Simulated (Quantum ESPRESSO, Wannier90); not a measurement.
**MgTe (wurtzite), plane waves to Wannier functions**

Structure: Materials Project mp-1039, symmetrised, not relaxed again. COD (Crystallography Open Database) has an entry of this formula and space group (matched by these alone). Computed values, not measurements, from PBEsol: Quantum ESPRESSO (norm-conserving PseudoDojo potentials, cutoff 68 Ry, no spin polarisation, no spin-orbit coupling) on a Γ-centred 6×6×4 mesh, then Wannier90. Density: 12×12×4 mesh, cold smearing 0.01 Ry. Spin-orbit coupling is left out although heavy elements are present.

```
begin unit_cell_cart
ang
    4.5902000829    0.0000000000    0.0000000000
   -2.2951000415    3.9752298803    0.0000000000
    0.0000000000    0.0000000000    7.4378100000
end unit_cell_cart
mp_grid = 6 6 4
```

Task: Which shells of neighbouring k-points and which b-vectors and weights does Wannier90 pick for this cell and mesh?

Result: 
```
 *---------------------------------- K-MESH ----------------------------------*
 +----------------------------------------------------------------------------+
 |                    Distance to Nearest-Neighbour Shells                    |
 |                    ------------------------------------                    |
 |          Shell             Distance (Ang^-1)          Multiplicity         |
 |          -----             -----------------          ------------         |
 |             1                   0.211191                      2            |
 |             2                   0.263431                      6            |
 |             3                   0.337635                     12            |
 |             4                   0.422381                      2            |
 |             5                   0.456275                      6            |
 |             6                   0.497797                     12            |
 |             7                   0.502781                     12            |
 |             8                   0.526861                      6            |
       ... (lines left out)
 +----------------------------------------------------------------------------+
 | The b-vectors are chosen automatically                                     |
 | The following shells are used:                       1,  2                 |
 +----------------------------------------------------------------------------+
 |                        Shell   # Nearest-Neighbours                        |
 |                        -----   --------------------                        |
 |                          1               2                                 |
 |                          2               6                                 |
 +----------------------------------------------------------------------------+
 | Completeness relation is fully satisfied [Eq. (B1), PRB 56, 12847 (1997)]  |
 +----------------------------------------------------------------------------+
 |                  b_k Vectors (Ang^-1) and Weights (Ang^2)                  |
 |                  ----------------------------------------                  |
 |            No.         b_k(x)      b_k(y)      b_k(z)        w_b           |
 |            ---        --------------------------------     --------        |
 |             1         0.000000    0.000000    0.211191    11.210382        |
 |             2         0.000000    0.000000   -0.211191    11.210382        |
 |             3         0.000000    0.263431    0.000000     4.803370        |
 |             4         0.228138    0.131715    0.000000     4.803370        |
 |             5         0.000000   -0.263431    0.000000     4.803370        |
 |             6         0.228138   -0.131715    0.000000     4.803370        |
 |             7        -0.228138   -0.131715    0.000000     4.803370        |
 |             8        -0.228138    0.131715    0.000000     4.803370        |
```
